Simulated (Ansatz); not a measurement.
**YTl: pressure against volume**

A database entry relaxed whole under r2SCAN (Pm-3m):

```yaml
crystal:
  lattice:
    - [3.77905, 0.00000, 0.00000]
    - [0.00000, 3.77905, 0.00000]
    - [0.00000, 0.00000, 3.77905]
  atoms:
    - { symbol: Y, position: [0.50000, 0.50000, 0.50000] }
    - { symbol: Tl, position: [0.00000, 0.00000, 0.00000] }
```

The cell was scaled uniformly, its shape held, and the atoms relaxed at each volume with plane-wave PAW DFT (Ansatz 0.2.0; r2SCAN, 500 eV, 9×9×9 Γ-centred mesh, fermi-dirac occupations of width 0.100 eV; no spin, no spin-orbit coupling). One row is withheld.

| volume (Å³/atom) | energy over the lowest (meV/atom) | pressure (GPa) |
| --- | --- | --- |
| 25.366 | 23.3 | 4.63 |
| 25.905 | 10.5 | 3.02 |
| 26.445 | ? | ? |
| 26.985 | 0.0 | 0.25 |
| 27.524 | 1.3 | -0.93 |
| 28.064 | 6.4 | -1.99 |
| 28.604 | 14.9 | -2.94 |

Question: Fit the pressures of the other rows to the third-order Birch-Murnaghan form.

Answer: With f = [(V₀/V)^(2/3) − 1]/2 and P = 3B₀f(1 + 2f)^(5/2)[1 + 3(B₀′ − 4)f/2], least squares gives V₀ = 27.10 Å³ an atom, B₀ = 61 GPa and B₀′ = 4.3; the rows miss the fit by less than 0.01 GPa. The slope of the energies differs from these pressures by 0.08 GPa, since they are taken to zero smearing while pressures follow the free energy.

Question: What does the withheld row hold?

Answer: The fit gives 1.56 GPa at 26.445 Å³; the run gave 1.57 GPa and 2.9 meV an atom.

Caveats: the shape of the cell was held; 0 K, fixed nuclei; the symmetry was kept, and this need not be the phase that is stable at 0 K; one mesh for all volumes; pressure is positive in compression.
